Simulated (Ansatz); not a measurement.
## Relaxation path: fcc Ir (100), 5 layers

DFT, r2SCAN, PAW with Ansatz's default frozen-core files, scalar-relativistic (Ansatz 0.2.0); a Γ-centred 15×15×1 k mesh, Fermi–Dirac smearing of 0.1 eV, no spin polarisation. The run relaxes the atoms in the fixed cell.

Command: `ansatz run input.yaml --threads 2 --pin off --max-ram 4096MiB --backend cpu --events-out ev --progress --plain --runs-dir out` It took 100 s on 2 threads of Intel(R) Xeon(R) 6975P-C (Granite Rapids) (shared host), peak memory 0.87 GiB.

```yaml
crystal:
  lattice:
    - [2.7193252057, 0.0, 0.0]
    - [0.0, 2.7193252057, 0.0]
    - [0.0, 0.0, 23.6914]
  atoms:
    - { symbol: Ir, position: [0.0, 0.0, 0.3376749967] }
    - { symbol: Ir, position: [0.5, 0.5, 0.4188374981] }
    - { symbol: Ir, position: [0.0, 0.0, 0.5] }
    - { symbol: Ir, position: [0.5, 0.5, 0.5811625019] }
    - { symbol: Ir, position: [0.0, 0.0, 0.6623250033] }
kpoints:
  mp_grid: { grid: [15, 15, 1] }
scf:
  occupations: { method: fermi_dirac, width: 0.1 }
hamiltonian:
  xc: r2scan
  pseudopotentials: { kind: paw }
output:
  forces: true
  stress: true
  eigenvalues: true
relax:
  f_tol: 0.01
  max_steps: 40
efield:
  axis: 3
  amplitude: 0
  dipole_correction: true
```

Each step lists its free energy a cell above the last geometry, and Cartesian positions (Å) with forces (eV/Å).

The first step:

```
step 1  dF = 143.73 meV
  Ir 0.0000 0.0000 8.0000   0.0000 0.0000 1.1616
  Ir 1.3597 1.3597 9.9228   0.0000 0.0000 -1.1918
  Ir 0.0000 0.0000 11.8457   0.0000 0.0000 0.0000
  Ir 1.3597 1.3597 13.7686   0.0000 0.0000 1.1918
  Ir 0.0000 0.0000 15.6914   0.0000 0.0000 -1.1616
```

Spin–orbit coupling is left out, which matters for the heavy atoms. The PAW files were made under PBE. The cell is 1×1, so reconstructions are forbidden, and in slabs of four or five layers the relaxations can be far larger than at a real surface.

Question: Where does the relaxation end, and by which steps?

Answer: After 5 geometries, with a shortest distance of 2.640 Å. The further steps:
```
step 2  dF = 190.55 meV  (not accepted)
  Ir 0.0000 0.0000 8.1926   0.0000 0.0000 -1.7563
  Ir 1.3597 1.3597 9.8855   0.0000 0.0000 1.6913
  Ir 0.0000 0.0000 11.8457   0.0000 0.0000 0.0000
  Ir 1.3597 1.3597 13.8059   0.0000 0.0000 -1.6913
  Ir 0.0000 0.0000 15.4988   0.0000 0.0000 1.7563
step 3  dF = 2.44 meV
  Ir 0.0000 0.0000 8.0942   0.0000 0.0000 -0.1264
  Ir 1.3597 1.3597 9.8914   0.0000 0.0000 0.2295
  Ir 0.0000 0.0000 11.8457   0.0000 0.0000 0.0000
  Ir 1.3597 1.3597 13.8000   0.0000 0.0000 -0.2295
  Ir 0.0000 0.0000 15.5972   0.0000 0.0000 0.1264
step 4  dF = 0.34 meV
  Ir 0.0000 0.0000 8.0979   0.0000 0.0000 -0.0115
  Ir 1.3597 1.3597 9.9063   0.0000 0.0000 -0.0563
  Ir 0.0000 0.0000 11.8457   0.0000 0.0000 0.0000
  Ir 1.3597 1.3597 13.7851   0.0000 0.0000 0.0563
  Ir 0.0000 0.0000 15.5935   0.0000 0.0000 0.0115
step 5  dF = 0.00 meV
  Ir 0.0000 0.0000 8.0930   0.0000 0.0000 -0.0004
  Ir 1.3597 1.3597 9.9014   0.0000 0.0000 -0.0004
  Ir 0.0000 0.0000 11.8457   0.0000 0.0000 0.0000
  Ir 1.3597 1.3597 13.7900   0.0000 0.0000 0.0004
  Ir 0.0000 0.0000 15.5984   0.0000 0.0000 0.0004
step 6  dF = 0.00 meV  (same geometry, solved once more)
  Ir 0.0000 0.0000 8.0930   0.0000 0.0000 -0.0005
  Ir 1.3597 1.3597 9.9014   0.0000 0.0000 -0.0006
  Ir 0.0000 0.0000 11.8457   0.0000 0.0000 0.0000
  Ir 1.3597 1.3597 13.7900   0.0000 0.0000 0.0006
  Ir 0.0000 0.0000 15.5984   0.0000 0.0000 0.0005
```
